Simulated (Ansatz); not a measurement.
**Field gradients of S4I2O15 from run to run**

Cell of run 1: a computed structure from the Materials Project (it need not be an observed phase).

```cif
data_structure
_symmetry_space_group_name_H-M 'P 1'
_symmetry_Int_Tables_number 1
_cell_length_a 5.4514
_cell_length_b 6.6770
_cell_length_c 9.0782
_cell_angle_alpha 95.889
_cell_angle_beta 94.459
_cell_angle_gamma 109.144
_cell_volume 308.33
loop_
_atom_site_label
_atom_site_type_symbol
_atom_site_fract_x
_atom_site_fract_y
_atom_site_fract_z
_atom_site_occupancy
S1 S 0.71599 0.32376 0.86027 1
S2 S 0.55175 0.78865 0.23284 1
S3 S 0.36818 0.34832 0.28804 1
S4 S 0.12443 0.83464 0.64229 1
I5 I 0.05048 0.34593 0.56628 1
I6 I 0.84852 0.81666 0.95179 1
O7 O 0.88339 0.82134 0.71836 1
O8 O 0.02178 0.62173 0.52269 1
O9 O 0.93126 0.55254 0.93114 1
O10 O 0.37352 0.42328 0.45782 1
O11 O 0.71242 0.32648 0.69447 1
O12 O 0.13371 0.17929 0.23369 1
O13 O 0.33272 0.54633 0.21135 1
O14 O 0.78921 0.75125 0.17139 1
O15 O 0.33690 0.82883 0.74058 1
O16 O 0.61948 0.33881 0.27083 1
O17 O 0.16710 0.00160 0.54885 1
O18 O 0.46729 0.31133 0.90339 1
O19 O 0.61142 0.86026 0.38766 1
O20 O 0.84517 0.18325 0.91119 1
O21 O 0.43291 0.89092 0.13441 1
```

Atom numbers follow the list; atoms alike are taken as one site, whose name carries the number of the first.

All runs are DFT with Ansatz 0.2.0 (plane waves and PAW, scalar-relativistic unless spin–orbit coupling is named, Γ-centred meshes, Fermi–Dirac smearing where given) in this cell.

Run 1: PBE, atoms as given; 420 eV, 5×4×3 k-points, smearing 0.02 eV.
Run 2: r2SCAN, atoms as given; 500 eV, 5×4×3 k-points, smearing 0.02 eV.
Run 3: PBE with spin–orbit coupling, atoms as given; 420 eV, 5×4×3 k-points, smearing 0.02 eV.

```
run   S3 V_zz (η)    I5 V_zz (η)    I6 V_zz (η)   O8 V_zz (η)
  1  -8.44 (0.57)  -207.4 (0.10)  -213.8 (0.10)  16.93 (0.74)
  2  -9.08 (0.57)  -210.0 (0.11)  -216.6 (0.11)  17.54 (0.75)
  3             ?              ?              ?             ?
```

V_zz in 10²¹ V/m²; 4 of the 21 sets of like atoms are followed.

(1) Estimate the row of run 3.

## Answers

(1) S3: -8.43 (0.57); I5: -203.4 (0.10); I6: -209.3 (0.10); O8: 16.84 (0.74). It lies nearest to run 1, from whose tensors on these sites it differs by 4.55 at most (largest principal value of the difference, on I6). Taken one at a time, spin–orbit coupling moves the tensors on these sites by up to 4.55 (largest principal value of the change, on I6), the functional (r2SCAN with its higher cutoff) by 3.12 (I6).

With these PAW files V_zz is typically within 2 to 3 % of all-electron values, but misses above 10 % occur on I. In runs 1, 2, 3 the atoms aren't at the calculated equilibrium (largest force 1.3, 0.44, 1.3 eV/Å). The cell isn't the equilibrium one in runs 1, 3 (calculated pressure 7, 7 GPa), and the entry's cell may itself be off.
